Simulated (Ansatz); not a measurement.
Values for one crystal, relaxed and computed with the program Ansatz at the r²SCAN level (PAW); other levels are named.

```yaml
volume_per_atom: 35.25 Å³
band_gap: 1.16 eV (direct)
Hole effective mass, band 3 of 3 at the edge: 0.092 along [100], 0.081 along [110], 0.078 along [111] (mₑ)
Hole effective mass, band 2 of 3 at the edge: 0.55 along [100], 0.55 along [110], 1.2 along [111] (mₑ)
Gap with spin–orbit coupling: 0.90 eV
electron_effective_mass: 0.090 mₑ (isotropic)
valence_band_maximum: at Γ
```

Which of these materials gives this?
A. TeSe2, C2 (Te on 2b, Se on 4c)
B. CdTe, zinc blende
C. SnF4, I4/mmm (Sn on 2a, F on 4e, F on 4c)
D. LuAgO2, R-3m (Lu on 3b, Ag on 3a, O on 6c)

B, CdTe, zinc blende

Space group F-43m (zinc blende). Symmetry was held in the r²SCAN relaxation. Spin–orbit coupling is left out wherever it is not named.

Potentials: the later of the program's two PAW sets.
